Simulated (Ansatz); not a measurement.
# Ansatz 0.2.0, settings compared: Cs2LiGaSe6

Input:

```yaml
crystal:
  lattice:
    - [3.600816, 6.236793, 0.0]
    - [-3.600816, 6.236793, 0.0]
    - [0.0, 0.0, 5.861338]
  atoms:
    - { symbol: Li, position: [0.0, 0.0, 0.5] }
    - { symbol: Cs, position: [0.3333, 0.3333, 0.2699] }
    - { symbol: Cs, position: [0.6666, 0.6667, 0.7301] }
    - { symbol: Se, position: [0.1388, 0.1392, 0.7618] }
    - { symbol: Se, position: [0.722, 0.1388, 0.7618] }
    - { symbol: Se, position: [0.1392, 0.722, 0.7618] }
    - { symbol: Se, position: [0.278, 0.8608, 0.2382] }
    - { symbol: Se, position: [0.8608, 0.8612, 0.2382] }
    - { symbol: Se, position: [0.8612, 0.278, 0.2382] }
    - { symbol: Ga, position: [0.0, 0.0, 0.0] }
  symmetry: { tolerance: 0.0003 }
kpoints:
  mp_grid: { grid: [3, 3, 3], shift: [0, 0, 0] }
magnetization:
  spin_polarized: false
scf:
  occupations: { method: fermi_dirac }
hamiltonian:
  pseudopotentials: { kind: paw }
  xc: pbe
basis:
  ecutwfc: 420
output:
  forces: true
  stress: true
  eigenvalues: true
```

Run with:

```bash
ansatz run input.yaml --threads 1 --pin off --max-ram 2560MiB --backend cpu --events-out ev --progress --plain --runs-dir out
```

Origin of the cell: a known structure type with other elements, at an estimated volume, so it need not be a known compound.

The smearing width isn't typed, so it takes its default of 0.1 eV.

Output of this run (shortened):

```
Warning: the atoms were moved onto the symmetric positions of the space group found under crystal.symmetry.tolerance 3.0e-4 (fractional; no operation is sought that the atoms, as they stand i […]
Pseudopotentials: kind: paw
Pseudopotential: Li, paw, valence charge 3, recommended cutoff 420 eV (normal), Li.paw.azcp
Pseudopotential: Cs, paw, valence charge 9, recommended cutoff 420 eV (normal), Cs.paw.azcp
Pseudopotential: Se, paw, valence charge 16, recommended cutoff 420 eV (normal), Se.paw.azcp
Pseudopotential: Ga, paw, valence charge 13, recommended cutoff 420 eV (normal), Ga.paw.azcp
Functional definition: PBE
  exchange = pbe_x(kappa = kappa, mu = beta*pi^2/3)
  correlation = pbe_c(beta = beta)
Crystal: 10 atoms, lattice volume = 263.263 Å³
Basis set: ecut = 420 eV, 5119 PW (Γ), exchange–correlation on 100×100×80 points (8 copies of the dense FFT grid, shifted against one another)
Bands: 78, of which v1, the nominal top of the filled ones, is band 65 counted from 1 (64 counted from 0)
[… 11 lines left out …]
Initial density: superposition of atomic densities (neutral atoms: chi_scale 0, normalization atom), corrected by the library's trained network
Functional: x = pbe(κ = 0.804, μ = 0.219515), c = pbe(β = 0.066725)
SCF iter   1: F=—  HF=-48142.853674 eV  Δρ=2.38e-3  dr2=3.43e-2  defer=12
SCF iter   2: F=—  HF=-48142.847188 eV  Δρ=1.39e-3  dr2=4.59e-3  defer=14
SCF iter   3: F=—  HF=-48142.847127 eV  Δρ=6.51e-4  dr2=1.55e-3  defer=14
SCF iter   4: F=—  HF=-48142.846607 eV  Δρ=2.97e-4  dr2=5.00e-4  defer=14
SCF iter   5: F=—  HF=-48142.846499 eV  Δρ=9.24e-5  dr2=3.80e-5  defer=14
SCF iter   6: F=—  HF=-48142.846534 eV  Δρ=2.55e-5  dr2=3.28e-6  defer=14
SCF iter   7: F=—  HF=-48142.846534 eV  Δρ=7.96e-6  dr2=1.70e-7  defer=14
SCF iter   8: F=-48142.846535 eV  HF=-48142.846535 eV  Δρ=2.50e-6  dr2=1.77e-8
SCF 1 converged in 8 iterations: F = -48142.846535 eV  dr2 = 1.77e-8
SCF converged after 8 iterations
Free energy (F): -48142.846535 eV
Harris-Foulkes:  -48142.846535 eV  (|F-HF|=3.93e-9)
Internal energy: -48142.412579 eV  (E = F + TS)
E sigma→0 (E₀):  -48142.629557 eV
Entropy (-TS):   -0.433956 eV (-43.396 meV/atom)
Fermi energy:    7.035257 eV
--- Per-component energies (eV) ---
  E_band       = -2550.867698
  E_kinetic    = 1159.905768
  E_local      = -22090.695939  (includes V_loc(G=0)·N_el)
  E_nonlocal   = -3120.113547
  E_hartree    = 10787.709073
  E_xc         = -1063.988876
  E_vxc        = -927.384962  (∫ρ·V_xc dr)
  E_paw        = -23609.447812  (= ΣΔE_a)
  E_vpaw       = 852.010700  (= ΣTr[D̂ρ^β])
  E_aug_tail   = -0.003612  (compensation charges beyond the density's cutoff)
  E_ewald      = -10205.777634
  E_smearing   = -0.433956  (= −TS)
  Σ components = -48142.846535   (vs F -48142.846535, Δ=0.00e0)
--- Forces (eV/Å), atoms counted from 1 ---
  atom   1  Li     0.000000    -0.000000     0.000000
  atom   2  Cs     0.000000     0.000000     0.020204
  atom   3  Cs    -0.000000    -0.000000    -0.020204
[… 2 lines left out …]
  atom   6  Se     3.661329    -2.113869    -1.525883
  atom   7  Se     3.661329     2.113869     1.525883
  atom   8  Se     0.000000    -4.227739     1.525883
  atom   9  Se    -3.661329     2.113869     1.525883
  atom  10  Ga    -0.000000     0.000000     0.000000
  max |Σ_I F_I| component: 1.33e-15 eV/Å
--- Stress (GPa, compression-positive) ---
       14.864679       0.000000       0.000000
        0.000000      14.864679       0.000000
        0.000000       0.000000      15.365051
  P = ⅓ Tr σ = 15.0315 GPa (150.315 kbar)
```

The same input was run again with these changes:

1. `basis.ecutrho_ratio` default → 12; `kpoints.mp_grid.shift` [0, 0, 0] → [0.5, 0.5, 0.5]
2. `scf.mixing.preconditioner` default → ldos; `scf.eigensolver.kind` default → davidson; `basis.precision` default → f64; `scf.n_extra_bands` default → 8
3. `hamiltonian.pseudopotentials` { kind: paw } → { kind: nc }
4. `scf.mixing.preconditioner` default → ldos

| run | end | SCF iterations | P (GPa) | max force component (eV/Å) | moment (μB) | ΔE(σ→0) (meV/atom) |
| --- | --- | --- | --- | --- | --- | --- |
| base | converged | 8 | 15.03 | 4.228 | – | 0 |
| 1 | converged | 8 | 15.18 | 3.712 | – | 9.61 |
| 2 | converged | 8 | 15.03 | 4.228 | – | 0.00 |
| 3 | converged | 10 | 8.20 | 3.567 | – | – |
| 4 | converged | 8 | 15.03 | 4.228 | – | 0.00 |

Energies are compared only where functional, datasets, charge and starting cell are the same.

Caveats of the base run: the k mesh is coarse if the cell is a metal.

Run 1: the k mesh keeps only part of the crystal's symmetry.
Run 3: the cutoff lies below the datasets' advice.

The base run ran for 12 s of wall time on 1 CPU thread(s) of a shared host, from the program's own first density.
